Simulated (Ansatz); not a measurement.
PbS:
```yaml
crystal:
  lattice:
    - [2.98637, -3.00431, 0.00000]
    - [2.98637, 3.00431, 0.00000]
    - [0.00000, 0.00000, 32.00000]
  atoms:
    - { symbol: Pb, position: [0.50784, 0.99216, 0.54506] }
    - { symbol: S, position: [0.98222, 0.51778, 0.53790] }
    - { symbol: Pb, position: [0.00784, 0.49216, 0.45494] }
    - { symbol: S, position: [0.48222, 0.01778, 0.46210] }
```
Free-standing layer in the xy plane with vacuum along z and no interaction between images.

Relaxed with r²SCAN+D4. Special points in fractions of this cell's reciprocal vectors: Γ (0.000, 0.000, 0.000); X (-0.497, -0.497, 0.000); A1 (0.497, -0.503, 0.000); Y (0.500, -0.500, 0.000).

### Question
List the band energies nearest the valence-band maximum at these points for plane-wave PAW r²SCAN+D4 with spin–orbit coupling (Ansatz code).

### Answer
In eV from the valence-band maximum; about four levels below and three above (degenerate sets whole), none deeper than 8.9 eV; points with the same levels are listed once.

```
k                    below                above
-  -----------------------  -------------------
Γ  -1.31 -1.31 -0.19 -0.19  2.11 2.11 4.42 4.42
X  -1.50 -1.50 -1.42 -1.42       4.06 4.07 4.19
Y  -1.50 -1.50 -1.42 -1.42  4.07 4.07 4.20 4.20
```

Space group Aem2. The layer was cut from a bulk entry of the Materials Project (measured or hypothetical); whether that bulk phase is the ambient one, and whether the layer has been isolated, was not checked. The cell was relaxed with r²SCAN+D4 under the symmetry of its start; whether a distortion lowers the energy is not shown.

Potentials: the later of the program's two PAW sets.
